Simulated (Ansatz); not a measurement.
YN:
```xyz
2
Lattice="0.0000 2.4281 2.4281 2.4281 0.0000 2.4281 2.4281 2.4281 0.0000" Properties=species:S:1:pos:R:3 pbc="T T T"
Y      0.0000     0.0000     0.0000
N      2.4281     2.4281     2.4281
```

Relaxed with PBEsol.

### Question
List the phonon frequencies at the special points (DFPT on a 5×5×5 q-mesh, Fourier-interpolated; DFT-PBEsol in the program Ansatz with PAW potentials).

### Answer
In cm⁻¹; no LO–TO term at Γ, as the run had none.

```tsv
q	frequencies
Γ	0 0 0 155 155 155
X	159 159 233 268 268 439
U	164 222 230 346 419 452
K	164 222 230 346 419 452
L	141 141 302 378 378 534
W	207 209 209 399 399 436
```

Space group Fm-3m (rock salt). The cell was relaxed with PBEsol under the symmetry of its start; phonons on a q-mesh show no instability. No spin polarisation was allowed.

Potentials: the later of the program's two PAW sets.
